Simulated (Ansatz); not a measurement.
Cu2O:
```xyz
6
Lattice="4.2817 0.0000 0.0000 0.0000 4.2817 0.0000 0.0000 0.0000 4.2817" Properties=species:S:1:pos:R:3 pbc="T T T"
Cu     3.2113     3.2113     3.2113
Cu     3.2113     1.0704     1.0704
Cu     1.0704     3.2113     1.0704
Cu     1.0704     1.0704     3.2113
O      0.0000     0.0000     0.0000
O      2.1409     2.1409     2.1409
```

Relaxed with HSE06.

**Question.** Give the Bader charges and basin volumes of the independent atoms, the program Ansatz at the HSE06 level (PAW).

**Answer.** 

```json
[
 {"atom": "Cu1", "Bader charge (e)": "+0.58", "Bader volume (Å³)": "14.2"},
 {"atom": "O5", "Bader charge (e)": "-1.15", "Bader volume (Å³)": "10.9"}
]
```

Space group Pn-3m. The HSE06 relaxation kept the symmetry of its start. The run is not spin-polarised.

Potentials: the later of the program's two PAW sets.
